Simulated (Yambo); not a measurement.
A G0W0@PBEsol run in Yambo for RbScMo$_{2}$O$_{8}$ (space group P-3m1, No. 164) (3×3×2 Γ-centred k mesh, bands 4 to 260 and a 6 Ry block in the screening, 260 bands in G with the Bruneval-Gonze terminator, plasmon pole fitted at 27.2 eV) gives these matrix elements, in eV, at the band edges (Γ → Γ):

```tsv
state	E0	<Vxc>	<Σx>	<Σc(E0)>	Z
valence edge	0.000	-19.427	-24.492	4.077	0.772
conduction edge	3.446	-17.818	-12.091	-3.564	0.810
```

**Question.** Solve the linearised quasiparticle equation for both states, give the gap, and say how exchange and correlation each act on it.

**Answer.** E = E0 + Z(Σx + Σc − Vxc). Valence: 0.000 + 0.772 × (-24.492 + (4.077) − (-19.427)) = -0.76 eV. Conduction: 3.446 + 0.810 × (-12.091 + (-3.564) − (-17.818)) = 5.20 eV. The gap is 5.96 eV, against 3.45 eV in PBEsol. Replacing Vxc by bare exchange alone would open it by 10.79 eV; correlation takes back 7.64 eV of that, and Z scales what is left. Nearest settings tried, and what they do to the gap: 110 bands in W, 110 bands in G: +151 meV; 5 Ry block (305 vectors against 437): -2 meV. Not varied: mesh. So the settings aren't converged at that level. Spin-orbit splittings are left out.

Geometry of the Materials Project entry, not relaxed at this level; primitive cell a = b = 5.906 Å, c = 7.804 Å, α = β = 90.00°, γ = 120.00°.

The structure is a Materials Project entry; no match was found in the copy of COD used, and its stability was not checked.
